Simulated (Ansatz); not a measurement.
WN₂:
```
WN2
1.0
    2.88349     0.00000     0.00000
   -1.44175     2.49718     0.00000
    0.00000     0.00000     7.69611
W N
2 4
Direct
  0.33333   0.66667   0.75000
  0.66667   0.33333   0.25000
  0.00000   0.00000   0.91021
  0.00000   0.00000   0.08979
  0.00000   0.00000   0.41021
  0.00000   0.00000   0.58979
```

Relaxed with LDA.

**Question.** Give the optical modes at the zone centre with their infrared and Raman activity from DFPT, LDA in the plane-wave PAW code Ansatz.

**Answer.** Transverse frequencies, without the LO–TO term; a row sums one degenerate level.

| ω (cm⁻¹) | degeneracy | IR ((D/Å)²/amu) | Raman (Å⁴/amu) | activity | symmetry |
|---|---|---|---|---|---|
| 125 | 2 | 0.00 | 0.27 | Raman | E2g |
| 273 | 1 | 0.00 | 0 | silent | B1g |
| 516 | 2 | 0.00 | 0 | silent | E2u |
| 562 | 2 | 1.21 | 0 | IR | E1u |
| 643 | 2 | 0.00 | 220 | Raman | E1g |
| 676 | 2 | 0.00 | 1100 | Raman | E2g |
| 730 | 1 | 0.00 | 0 | silent | B2u |
| 768 | 1 | 0.22 | 0 | IR | A2u |
| 1159 | 1 | 0.00 | 0 | silent | B1g |
| 1171 | 1 | 0.00 | 6200 | Raman | A1g |

**Question.** How high does the top mode go among those that the LO–TO term moves?

**Answer.** 564 cm⁻¹ for q along x, 564 cm⁻¹ for q along y.

Space group P6_3/mmc. The workflow started from a Materials Project entry (that database holds measured and hypothetical structures alike); the Crystallography Open Database copy checked does not list it. Whether it is the stable phase at ambient conditions was not checked. The LDA relaxation kept the symmetry of its start; its stability against distortions is not shown here. No spin polarisation was allowed. Scalar-relativistic: spin–orbit coupling is off unless named, which matters more the heavier the elements.

Potentials: the later of the program's two PAW sets.
